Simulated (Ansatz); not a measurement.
ZnGaNO:
```
ZnGaNO
1.0
    3.24442     0.00000     0.00000
   -1.62221     2.80975     0.00000
    0.00000     0.00000     5.26450
Ga N Zn O
1 1 1 1
Direct
  0.33333   0.66667   0.02216
  0.33333   0.66667   0.37111
  0.66667   0.33333   0.47166
  0.66667   0.33333   0.88822
```

Relaxed with r²SCAN. Special points in fractions of this cell's reciprocal vectors: Γ (0.000, 0.000, 0.000); M (0.500, 0.000, 0.000); K (0.333, 0.333, 0.000); A (0.000, 0.000, 0.500); L (0.500, 0.000, 0.500); H (0.333, 0.333, 0.500).

Problem. List the band energies nearest the Fermi level at these points for plane-wave PAW r²SCAN (Ansatz code).

Solution. In eV from the Fermi level; about four levels below and three above (degenerate sets whole), none deeper than 8.9 eV; points with the same levels are listed once.

```
k                    below           above
-  -----------------------  --------------
Γ  -5.04 -5.04 -2.24 -1.38  0.09 0.09 4.16
M  -5.42 -5.13 -3.08 -1.47  2.71 4.26 6.10
K  -5.23 -4.70 -3.27 -3.14  4.25 4.32 7.12
A  -5.41 -4.95 -4.95 -4.40  0.04 0.04 0.72
L  -5.53 -3.72 -2.89 -1.64  2.26 4.31 5.72
H  -5.38 -3.71 -3.22 -2.70  4.59 4.96 5.10
```

Space group P3m1. The start of the workflow was typed in or built on a structure type; the Crystallography Open Database copy checked does not list it. Whether it is the stable phase at ambient conditions was not checked. The cell was relaxed with r²SCAN under the symmetry of its start; whether a distortion lowers the energy is not shown. Scalar-relativistic: spin–orbit coupling is off unless named, which matters more the heavier the elements.

Potentials: the later of the program's two PAW sets.
